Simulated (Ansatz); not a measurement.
Data:

InSe:
```
InSe
1.0
    4.02706     0.00000     0.00000
   -2.01353     3.48754     0.00000
    0.00000     0.00000    17.05947
In Se
4 4
Direct
  0.33333   0.66667   0.16824
  0.66667   0.33333   0.66824
  0.66667   0.33333   0.83176
  0.33333   0.66667   0.33176
  0.33333   0.66667   0.59426
  0.66667   0.33333   0.09426
  0.66667   0.33333   0.40574
  0.33333   0.66667   0.90574
```

This is the r²SCAN+D4-relaxed structure.

Task: All from the program Ansatz at the r²SCAN+D4 level (PAW), unless another level is named. Predict the electron effective mass with spin–orbit coupling.

Result: 0.093, 0.14, 0.14 mₑ (principal values).

Task: Give the valence-band maximum.

Result: at Γ.

Space group P6_3/mmc. Symmetry was held in the r²SCAN+D4 relaxation. Scalar-relativistic: spin–orbit coupling is off unless named, which matters more the heavier the elements.

Potentials: the later of the program's two PAW sets.

Edges and masses are those of Kohn–Sham bands, whose gap is no quasiparticle gap.
